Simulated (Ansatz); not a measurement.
Zr₆NiTe₂:
```yaml
crystal:
  lattice:
    - [7.70839, 0.00000, 0.00000]
    - [-3.85419, 6.67566, 0.00000]
    - [0.00000, 0.00000, 3.71824]
  atoms:
    - { symbol: Zr, position: [0.23787, 0.00000, 0.00000] }
    - { symbol: Zr, position: [0.76213, 0.76213, 0.00000] }
    - { symbol: Zr, position: [0.00000, 0.23787, 0.00000] }
    - { symbol: Zr, position: [0.59331, 0.00000, 0.50000] }
    - { symbol: Zr, position: [0.40669, 0.40669, 0.50000] }
    - { symbol: Zr, position: [0.00000, 0.59331, 0.50000] }
    - { symbol: Ni, position: [0.00000, 0.00000, 0.50000] }
    - { symbol: Te, position: [0.33333, 0.66667, 0.00000] }
    - { symbol: Te, position: [0.66667, 0.33333, 0.00000] }
```

Relaxed with r²SCAN. Special points in fractions of this cell's reciprocal vectors: Γ (0.000, 0.000, 0.000); M (0.500, 0.000, 0.000); K (0.333, 0.333, 0.000); A (0.000, 0.000, 0.500); L (0.500, 0.000, 0.500); H (0.333, 0.333, 0.500).

### Question
List the band energies nearest the Fermi level at these points for the program Ansatz at the r²SCAN level (PAW).

### Answer
In eV from the Fermi level; about four levels below and three above (degenerate sets whole), none deeper than 8.9 eV; points with the same levels are listed once.

```csv
k,below,above
Γ,-2.51 -2.21 -0.69 -0.69,0.14 0.14 0.17
M,-1.60 -1.52 -1.35 -0.34,0.17 0.43 0.52
K,-1.70 -1.35 -1.35 -0.16,0.29 0.29 0.34
A,-0.66 -0.66 0.00 0.00,0.02 0.02 0.20
L,-1.04 -0.78 -0.78 -0.54,0.58 0.97 1.43
H,-1.11 -0.90 -0.90 -0.77,0.79 0.79 1.62 1.62
```

Space group P-62m. The first step of the workflow began from a Materials Project structure, measured or hypothetical; the Crystallography Open Database copy checked does not list it. Whether it is the stable phase at ambient conditions was not checked. Symmetry was held in the r²SCAN relaxation; whether a distortion lowers the energy is not shown. The run is not spin-polarised. Scalar-relativistic: spin–orbit coupling is off unless named, which matters more the heavier the elements.

Potentials: the later of the program's two PAW sets.
